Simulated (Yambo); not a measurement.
Yambo run on MgAl$_{2}$C$_{2}$ (space group P-3m1, No. 164). The wavefunctions are norm-conserving PBEsol (Quantum ESPRESSO, 84 Ry, scalar-relativistic) ones on a 6×6×4 mesh (12 occupied bands); a = b = 3.3906 Å, c = 5.8237 Å, α = β = 90.00°, γ = 120.00°.

Yambo input:

```
rim_cut
gw0
dyson
el_el_corr
HF_and_locXC
cohsex
em1s
RandQpts= 1000000
RandGvec= 1 Ry
EXXRLvcs= 84 Ry
VXCRLvcs= 336 Ry
Chimod= "HARTREE"
% BndsRnXs
 5 | 108 |
%
NGsBlkXs= 8 Ry
% LongDrXs
 1.0 | 1.0 | 1.0 |
%
ExtendOut
% QPkrange
 4 | 4 | 12 | 12 |
 11 | 11 | 12 | 13 |
%
```

k points by index: 4 = (0, 0.167, 0), 11 = (0, -0.5, 0.25).

Table of the .qp output:

```
#    K-point    Band    Eo [eV]    E [eV]    E-Eo [eV]    Vxc [eV]    Vnlxc [eV]    Sc|Eo [eV]    Re(Z)    Im(Z)
#
    4    12    0.000000    -2.695260    -2.695260    -13.61215    -15.65172    -0.655691    1.000000    0.000000
    11    12    -1.173176    -4.039840    -2.866664    -13.41786    -16.36657    0.082053    1.000000    0.000000
    11    13    1.770629    0.443894    -1.326736    -9.992190    -6.055804    -5.263122    1.000000    0.000000
```
(The two width columns are left out.) Convergence of these settings isn't established.

Geometry of the Materials Project entry, not relaxed at this level.

The structure is a Materials Project entry; no match was found in the copy of COD used, and its stability was not checked.
